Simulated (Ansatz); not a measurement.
The guess for LuZrBr6 was made by a generator: random cell by space group and Wyckoff sites (P-62m, No. 189). Lengths were set from tabulated atomic sizes, so they are only a guess.

```yaml
crystal:
  lattice:
    - [5.36782, 0.00000, 0.00000]
    - [-2.68391, 4.64867, 0.00000]
    - [0.00000, 0.00000, 10.86244]
  atoms:
    - { symbol: Lu, position: [0.00000, 0.00000, 0.00000] }
    - { symbol: Zr, position: [0.00000, 0.00000, 0.50000] }
    - { symbol: Br, position: [0.39523, 0.00000, 0.68569] }
    - { symbol: Br, position: [0.00000, 0.39523, 0.68569] }
    - { symbol: Br, position: [0.60477, 0.60477, 0.68569] }
    - { symbol: Br, position: [0.39523, 0.00000, 0.31431] }
    - { symbol: Br, position: [0.00000, 0.39523, 0.31431] }
    - { symbol: Br, position: [0.60477, 0.60477, 0.31431] }
```

The calculation used DFT PBE, scalar-relativistic, plane waves, PAW in Ansatz 0.2.0. Cutoff 420 eV, Gaussian smearing, Γ-centred meshes. Cell and atoms relax first on a coarse mesh and then on a finer one. In between, the cell is made exact in the group found at 0.06 Å. In metals the finer mesh still leaves noise of several meV/atom or more. The steps can't lower the symmetry of their start. Collinear spin is switched on along the way, since trial moments persisted in a coarse test.

A guess keeps its type if space group and coordination stay and the shape of the cell changes little (axis ratios within about 15 %, angles within 6°); the volume may change.

Question: Does it keep its structure type, or change into something else?

Answer: It doesn't keep its type. The symmetry stays P-62m (No. 189). The volume per atom grows by 27.1 %, from 33.9 to 43.1 Å³. The shortest distance goes from 2.86 Å (Br–Br) to 2.70 Å (Zr–Br). The ratio c/a of the conventional cell changes by a factor of 0.47. Counting neighbours within 15 % of an atom's shortest distance, the start has Br 5, Lu 6, Zr 6 and the end Br 2, Lu 6, Zr 6. In detail, at the end Lu is surrounded by 6 Br at 2.77 Å and 2 Zr at 3.54 Å; Zr has 6 Br at 2.70 Å and 2 Lu at 3.54 Å; Br has 1 Zr at 2.70 Å and 1 Lu at 2.77 Å.

```
Lu Zr Br
1.0
     7.49857    0.00000    0.00000
    -3.74929    6.49395    0.00000
     0.00000    0.00000    7.07292
Lu Zr Br
1 1 6
Direct
  0.00000 0.00000 0.00000
  0.00000 0.00000 0.50000
  0.27848 0.00000 0.74274
  0.00000 0.27848 0.74274
  0.72152 0.72152 0.74274
  0.27848 0.00000 0.25726
  0.00000 0.27848 0.25726
  0.72152 0.72152 0.25726
```

The last run used collinear spin, a 6×6×6 mesh for its 8-atom cell and Gaussian smearing of 0.10 eV. Weakly bound directions are ill-defined at this level, which has no dispersion term. Symmetry constrained the relaxation, so the result can be a saddle point.
